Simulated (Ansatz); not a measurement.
## Diamond alloy of Si and Ge (56 of 64 Si sites exchanged), 64 atoms

Ansatz, PAW, plane waves. PBEsol relaxation of volume and atoms (shape held) at the single k point (¼, ¼, ¼) without its symmetry partners; single points on the relaxed atoms at the Γ point alone, onto which points of the small cell's zone fold. Arrangement: quasirandom. No spin–orbit coupling unless named.

Relaxed structure:

```
Ge Si
1.0
    11.27717    0.00000    0.00000
     0.00000   11.27717    0.00000
     0.00000    0.00000   11.27717
Ge Si
56 8
Cartesian
  0.0220 11.2631 11.2537
  0.0053 0.0114 5.6477
  0.0002 5.6455 11.2770
  11.2762 5.6482 5.5832
  5.6239 11.2753 11.2542
  5.6258 11.2716 5.6526
  5.6038 5.6199 5.6525
  1.4055 1.4228 1.4127
  1.4381 1.4062 7.0689
  1.4187 7.0382 1.4310
  1.4066 7.0514 7.0428
  7.0337 1.4122 1.3991
  7.0373 1.4242 7.0502
  7.0223 7.0230 1.3872
  7.0172 7.0707 7.0509
  2.8208 2.8275 11.2767
  2.8223 2.8747 5.6441
  2.8021 8.4739 11.2495
  2.8190 8.4625 5.6385
  8.4503 2.8339 0.0050
  8.4540 2.8226 5.6380
  8.4347 8.4551 11.2681
  8.4719 8.4335 5.6215
  4.2203 4.2788 1.4113
  4.2213 9.8696 1.4044
  4.2196 9.8641 7.0990
  9.8734 4.2420 1.4268
  9.8705 4.2431 7.0344
  9.8671 9.8587 1.3986
  9.8691 9.8673 7.0487
  2.8157 0.0086 2.8188
  2.8382 5.6276 8.4330
  8.4606 0.0095 2.8112
  8.4402 11.2724 8.4523
  8.4675 5.6701 2.8383
  8.4404 5.6528 8.4586
  4.2229 1.4302 4.2375
  4.1854 1.3895 9.8376
  4.1894 7.0158 4.2116
  4.2582 7.0588 9.8615
  9.8787 1.4247 4.2320
  9.8594 1.4086 9.8653
  9.8708 7.0624 9.8696
  0.0339 2.8579 2.8494
  11.2765 2.8212 8.4553
  11.2559 8.4395 2.8375
  0.0276 8.4861 8.4813
  5.6337 2.8405 2.8121
  5.5956 2.8342 8.4386
  5.6207 8.4385 2.8114
  1.4152 4.2378 9.8638
  1.4046 9.8734 4.2308
  7.0486 4.2431 4.2377
  7.0075 4.2508 9.8877
  7.0451 9.8595 4.2235
  7.0143 9.8435 9.8383
  5.6159 5.6524 11.2749
  4.2254 4.2387 7.0507
  2.7931 11.2496 8.4686
  2.7930 5.6249 2.8183
  9.8670 7.0520 4.2244
  5.6283 8.4524 8.4523
  1.4402 4.2664 4.2194
  1.4290 9.8910 9.8536
```

Question: What are the mean bond lengths by pair (pairs within 1.2 times the sum of covalent radii, less contacts 15 % beyond the pair's median; cation–cation pairs of compounds aside; long ionic contacts are cut short by that bound)?

Answer: Ge–Ge 2.452 ± 0.007 Å (standard deviation, 98 bonds); Ge–Si 2.411 ± 0.006 Å (standard deviation, 28 bonds); Si–Si 2.373 ± 0.001 Å (standard deviation, 2 bonds).

Question: What gap lies between the top filled and the lowest empty level in the single points?

Answer: HSE06 with spin–orbit coupling 0.82 eV (15 min on NVIDIA H100). An indirect band minimum needn't fold onto Γ of this cell; where it doesn't, these gaps are too wide.
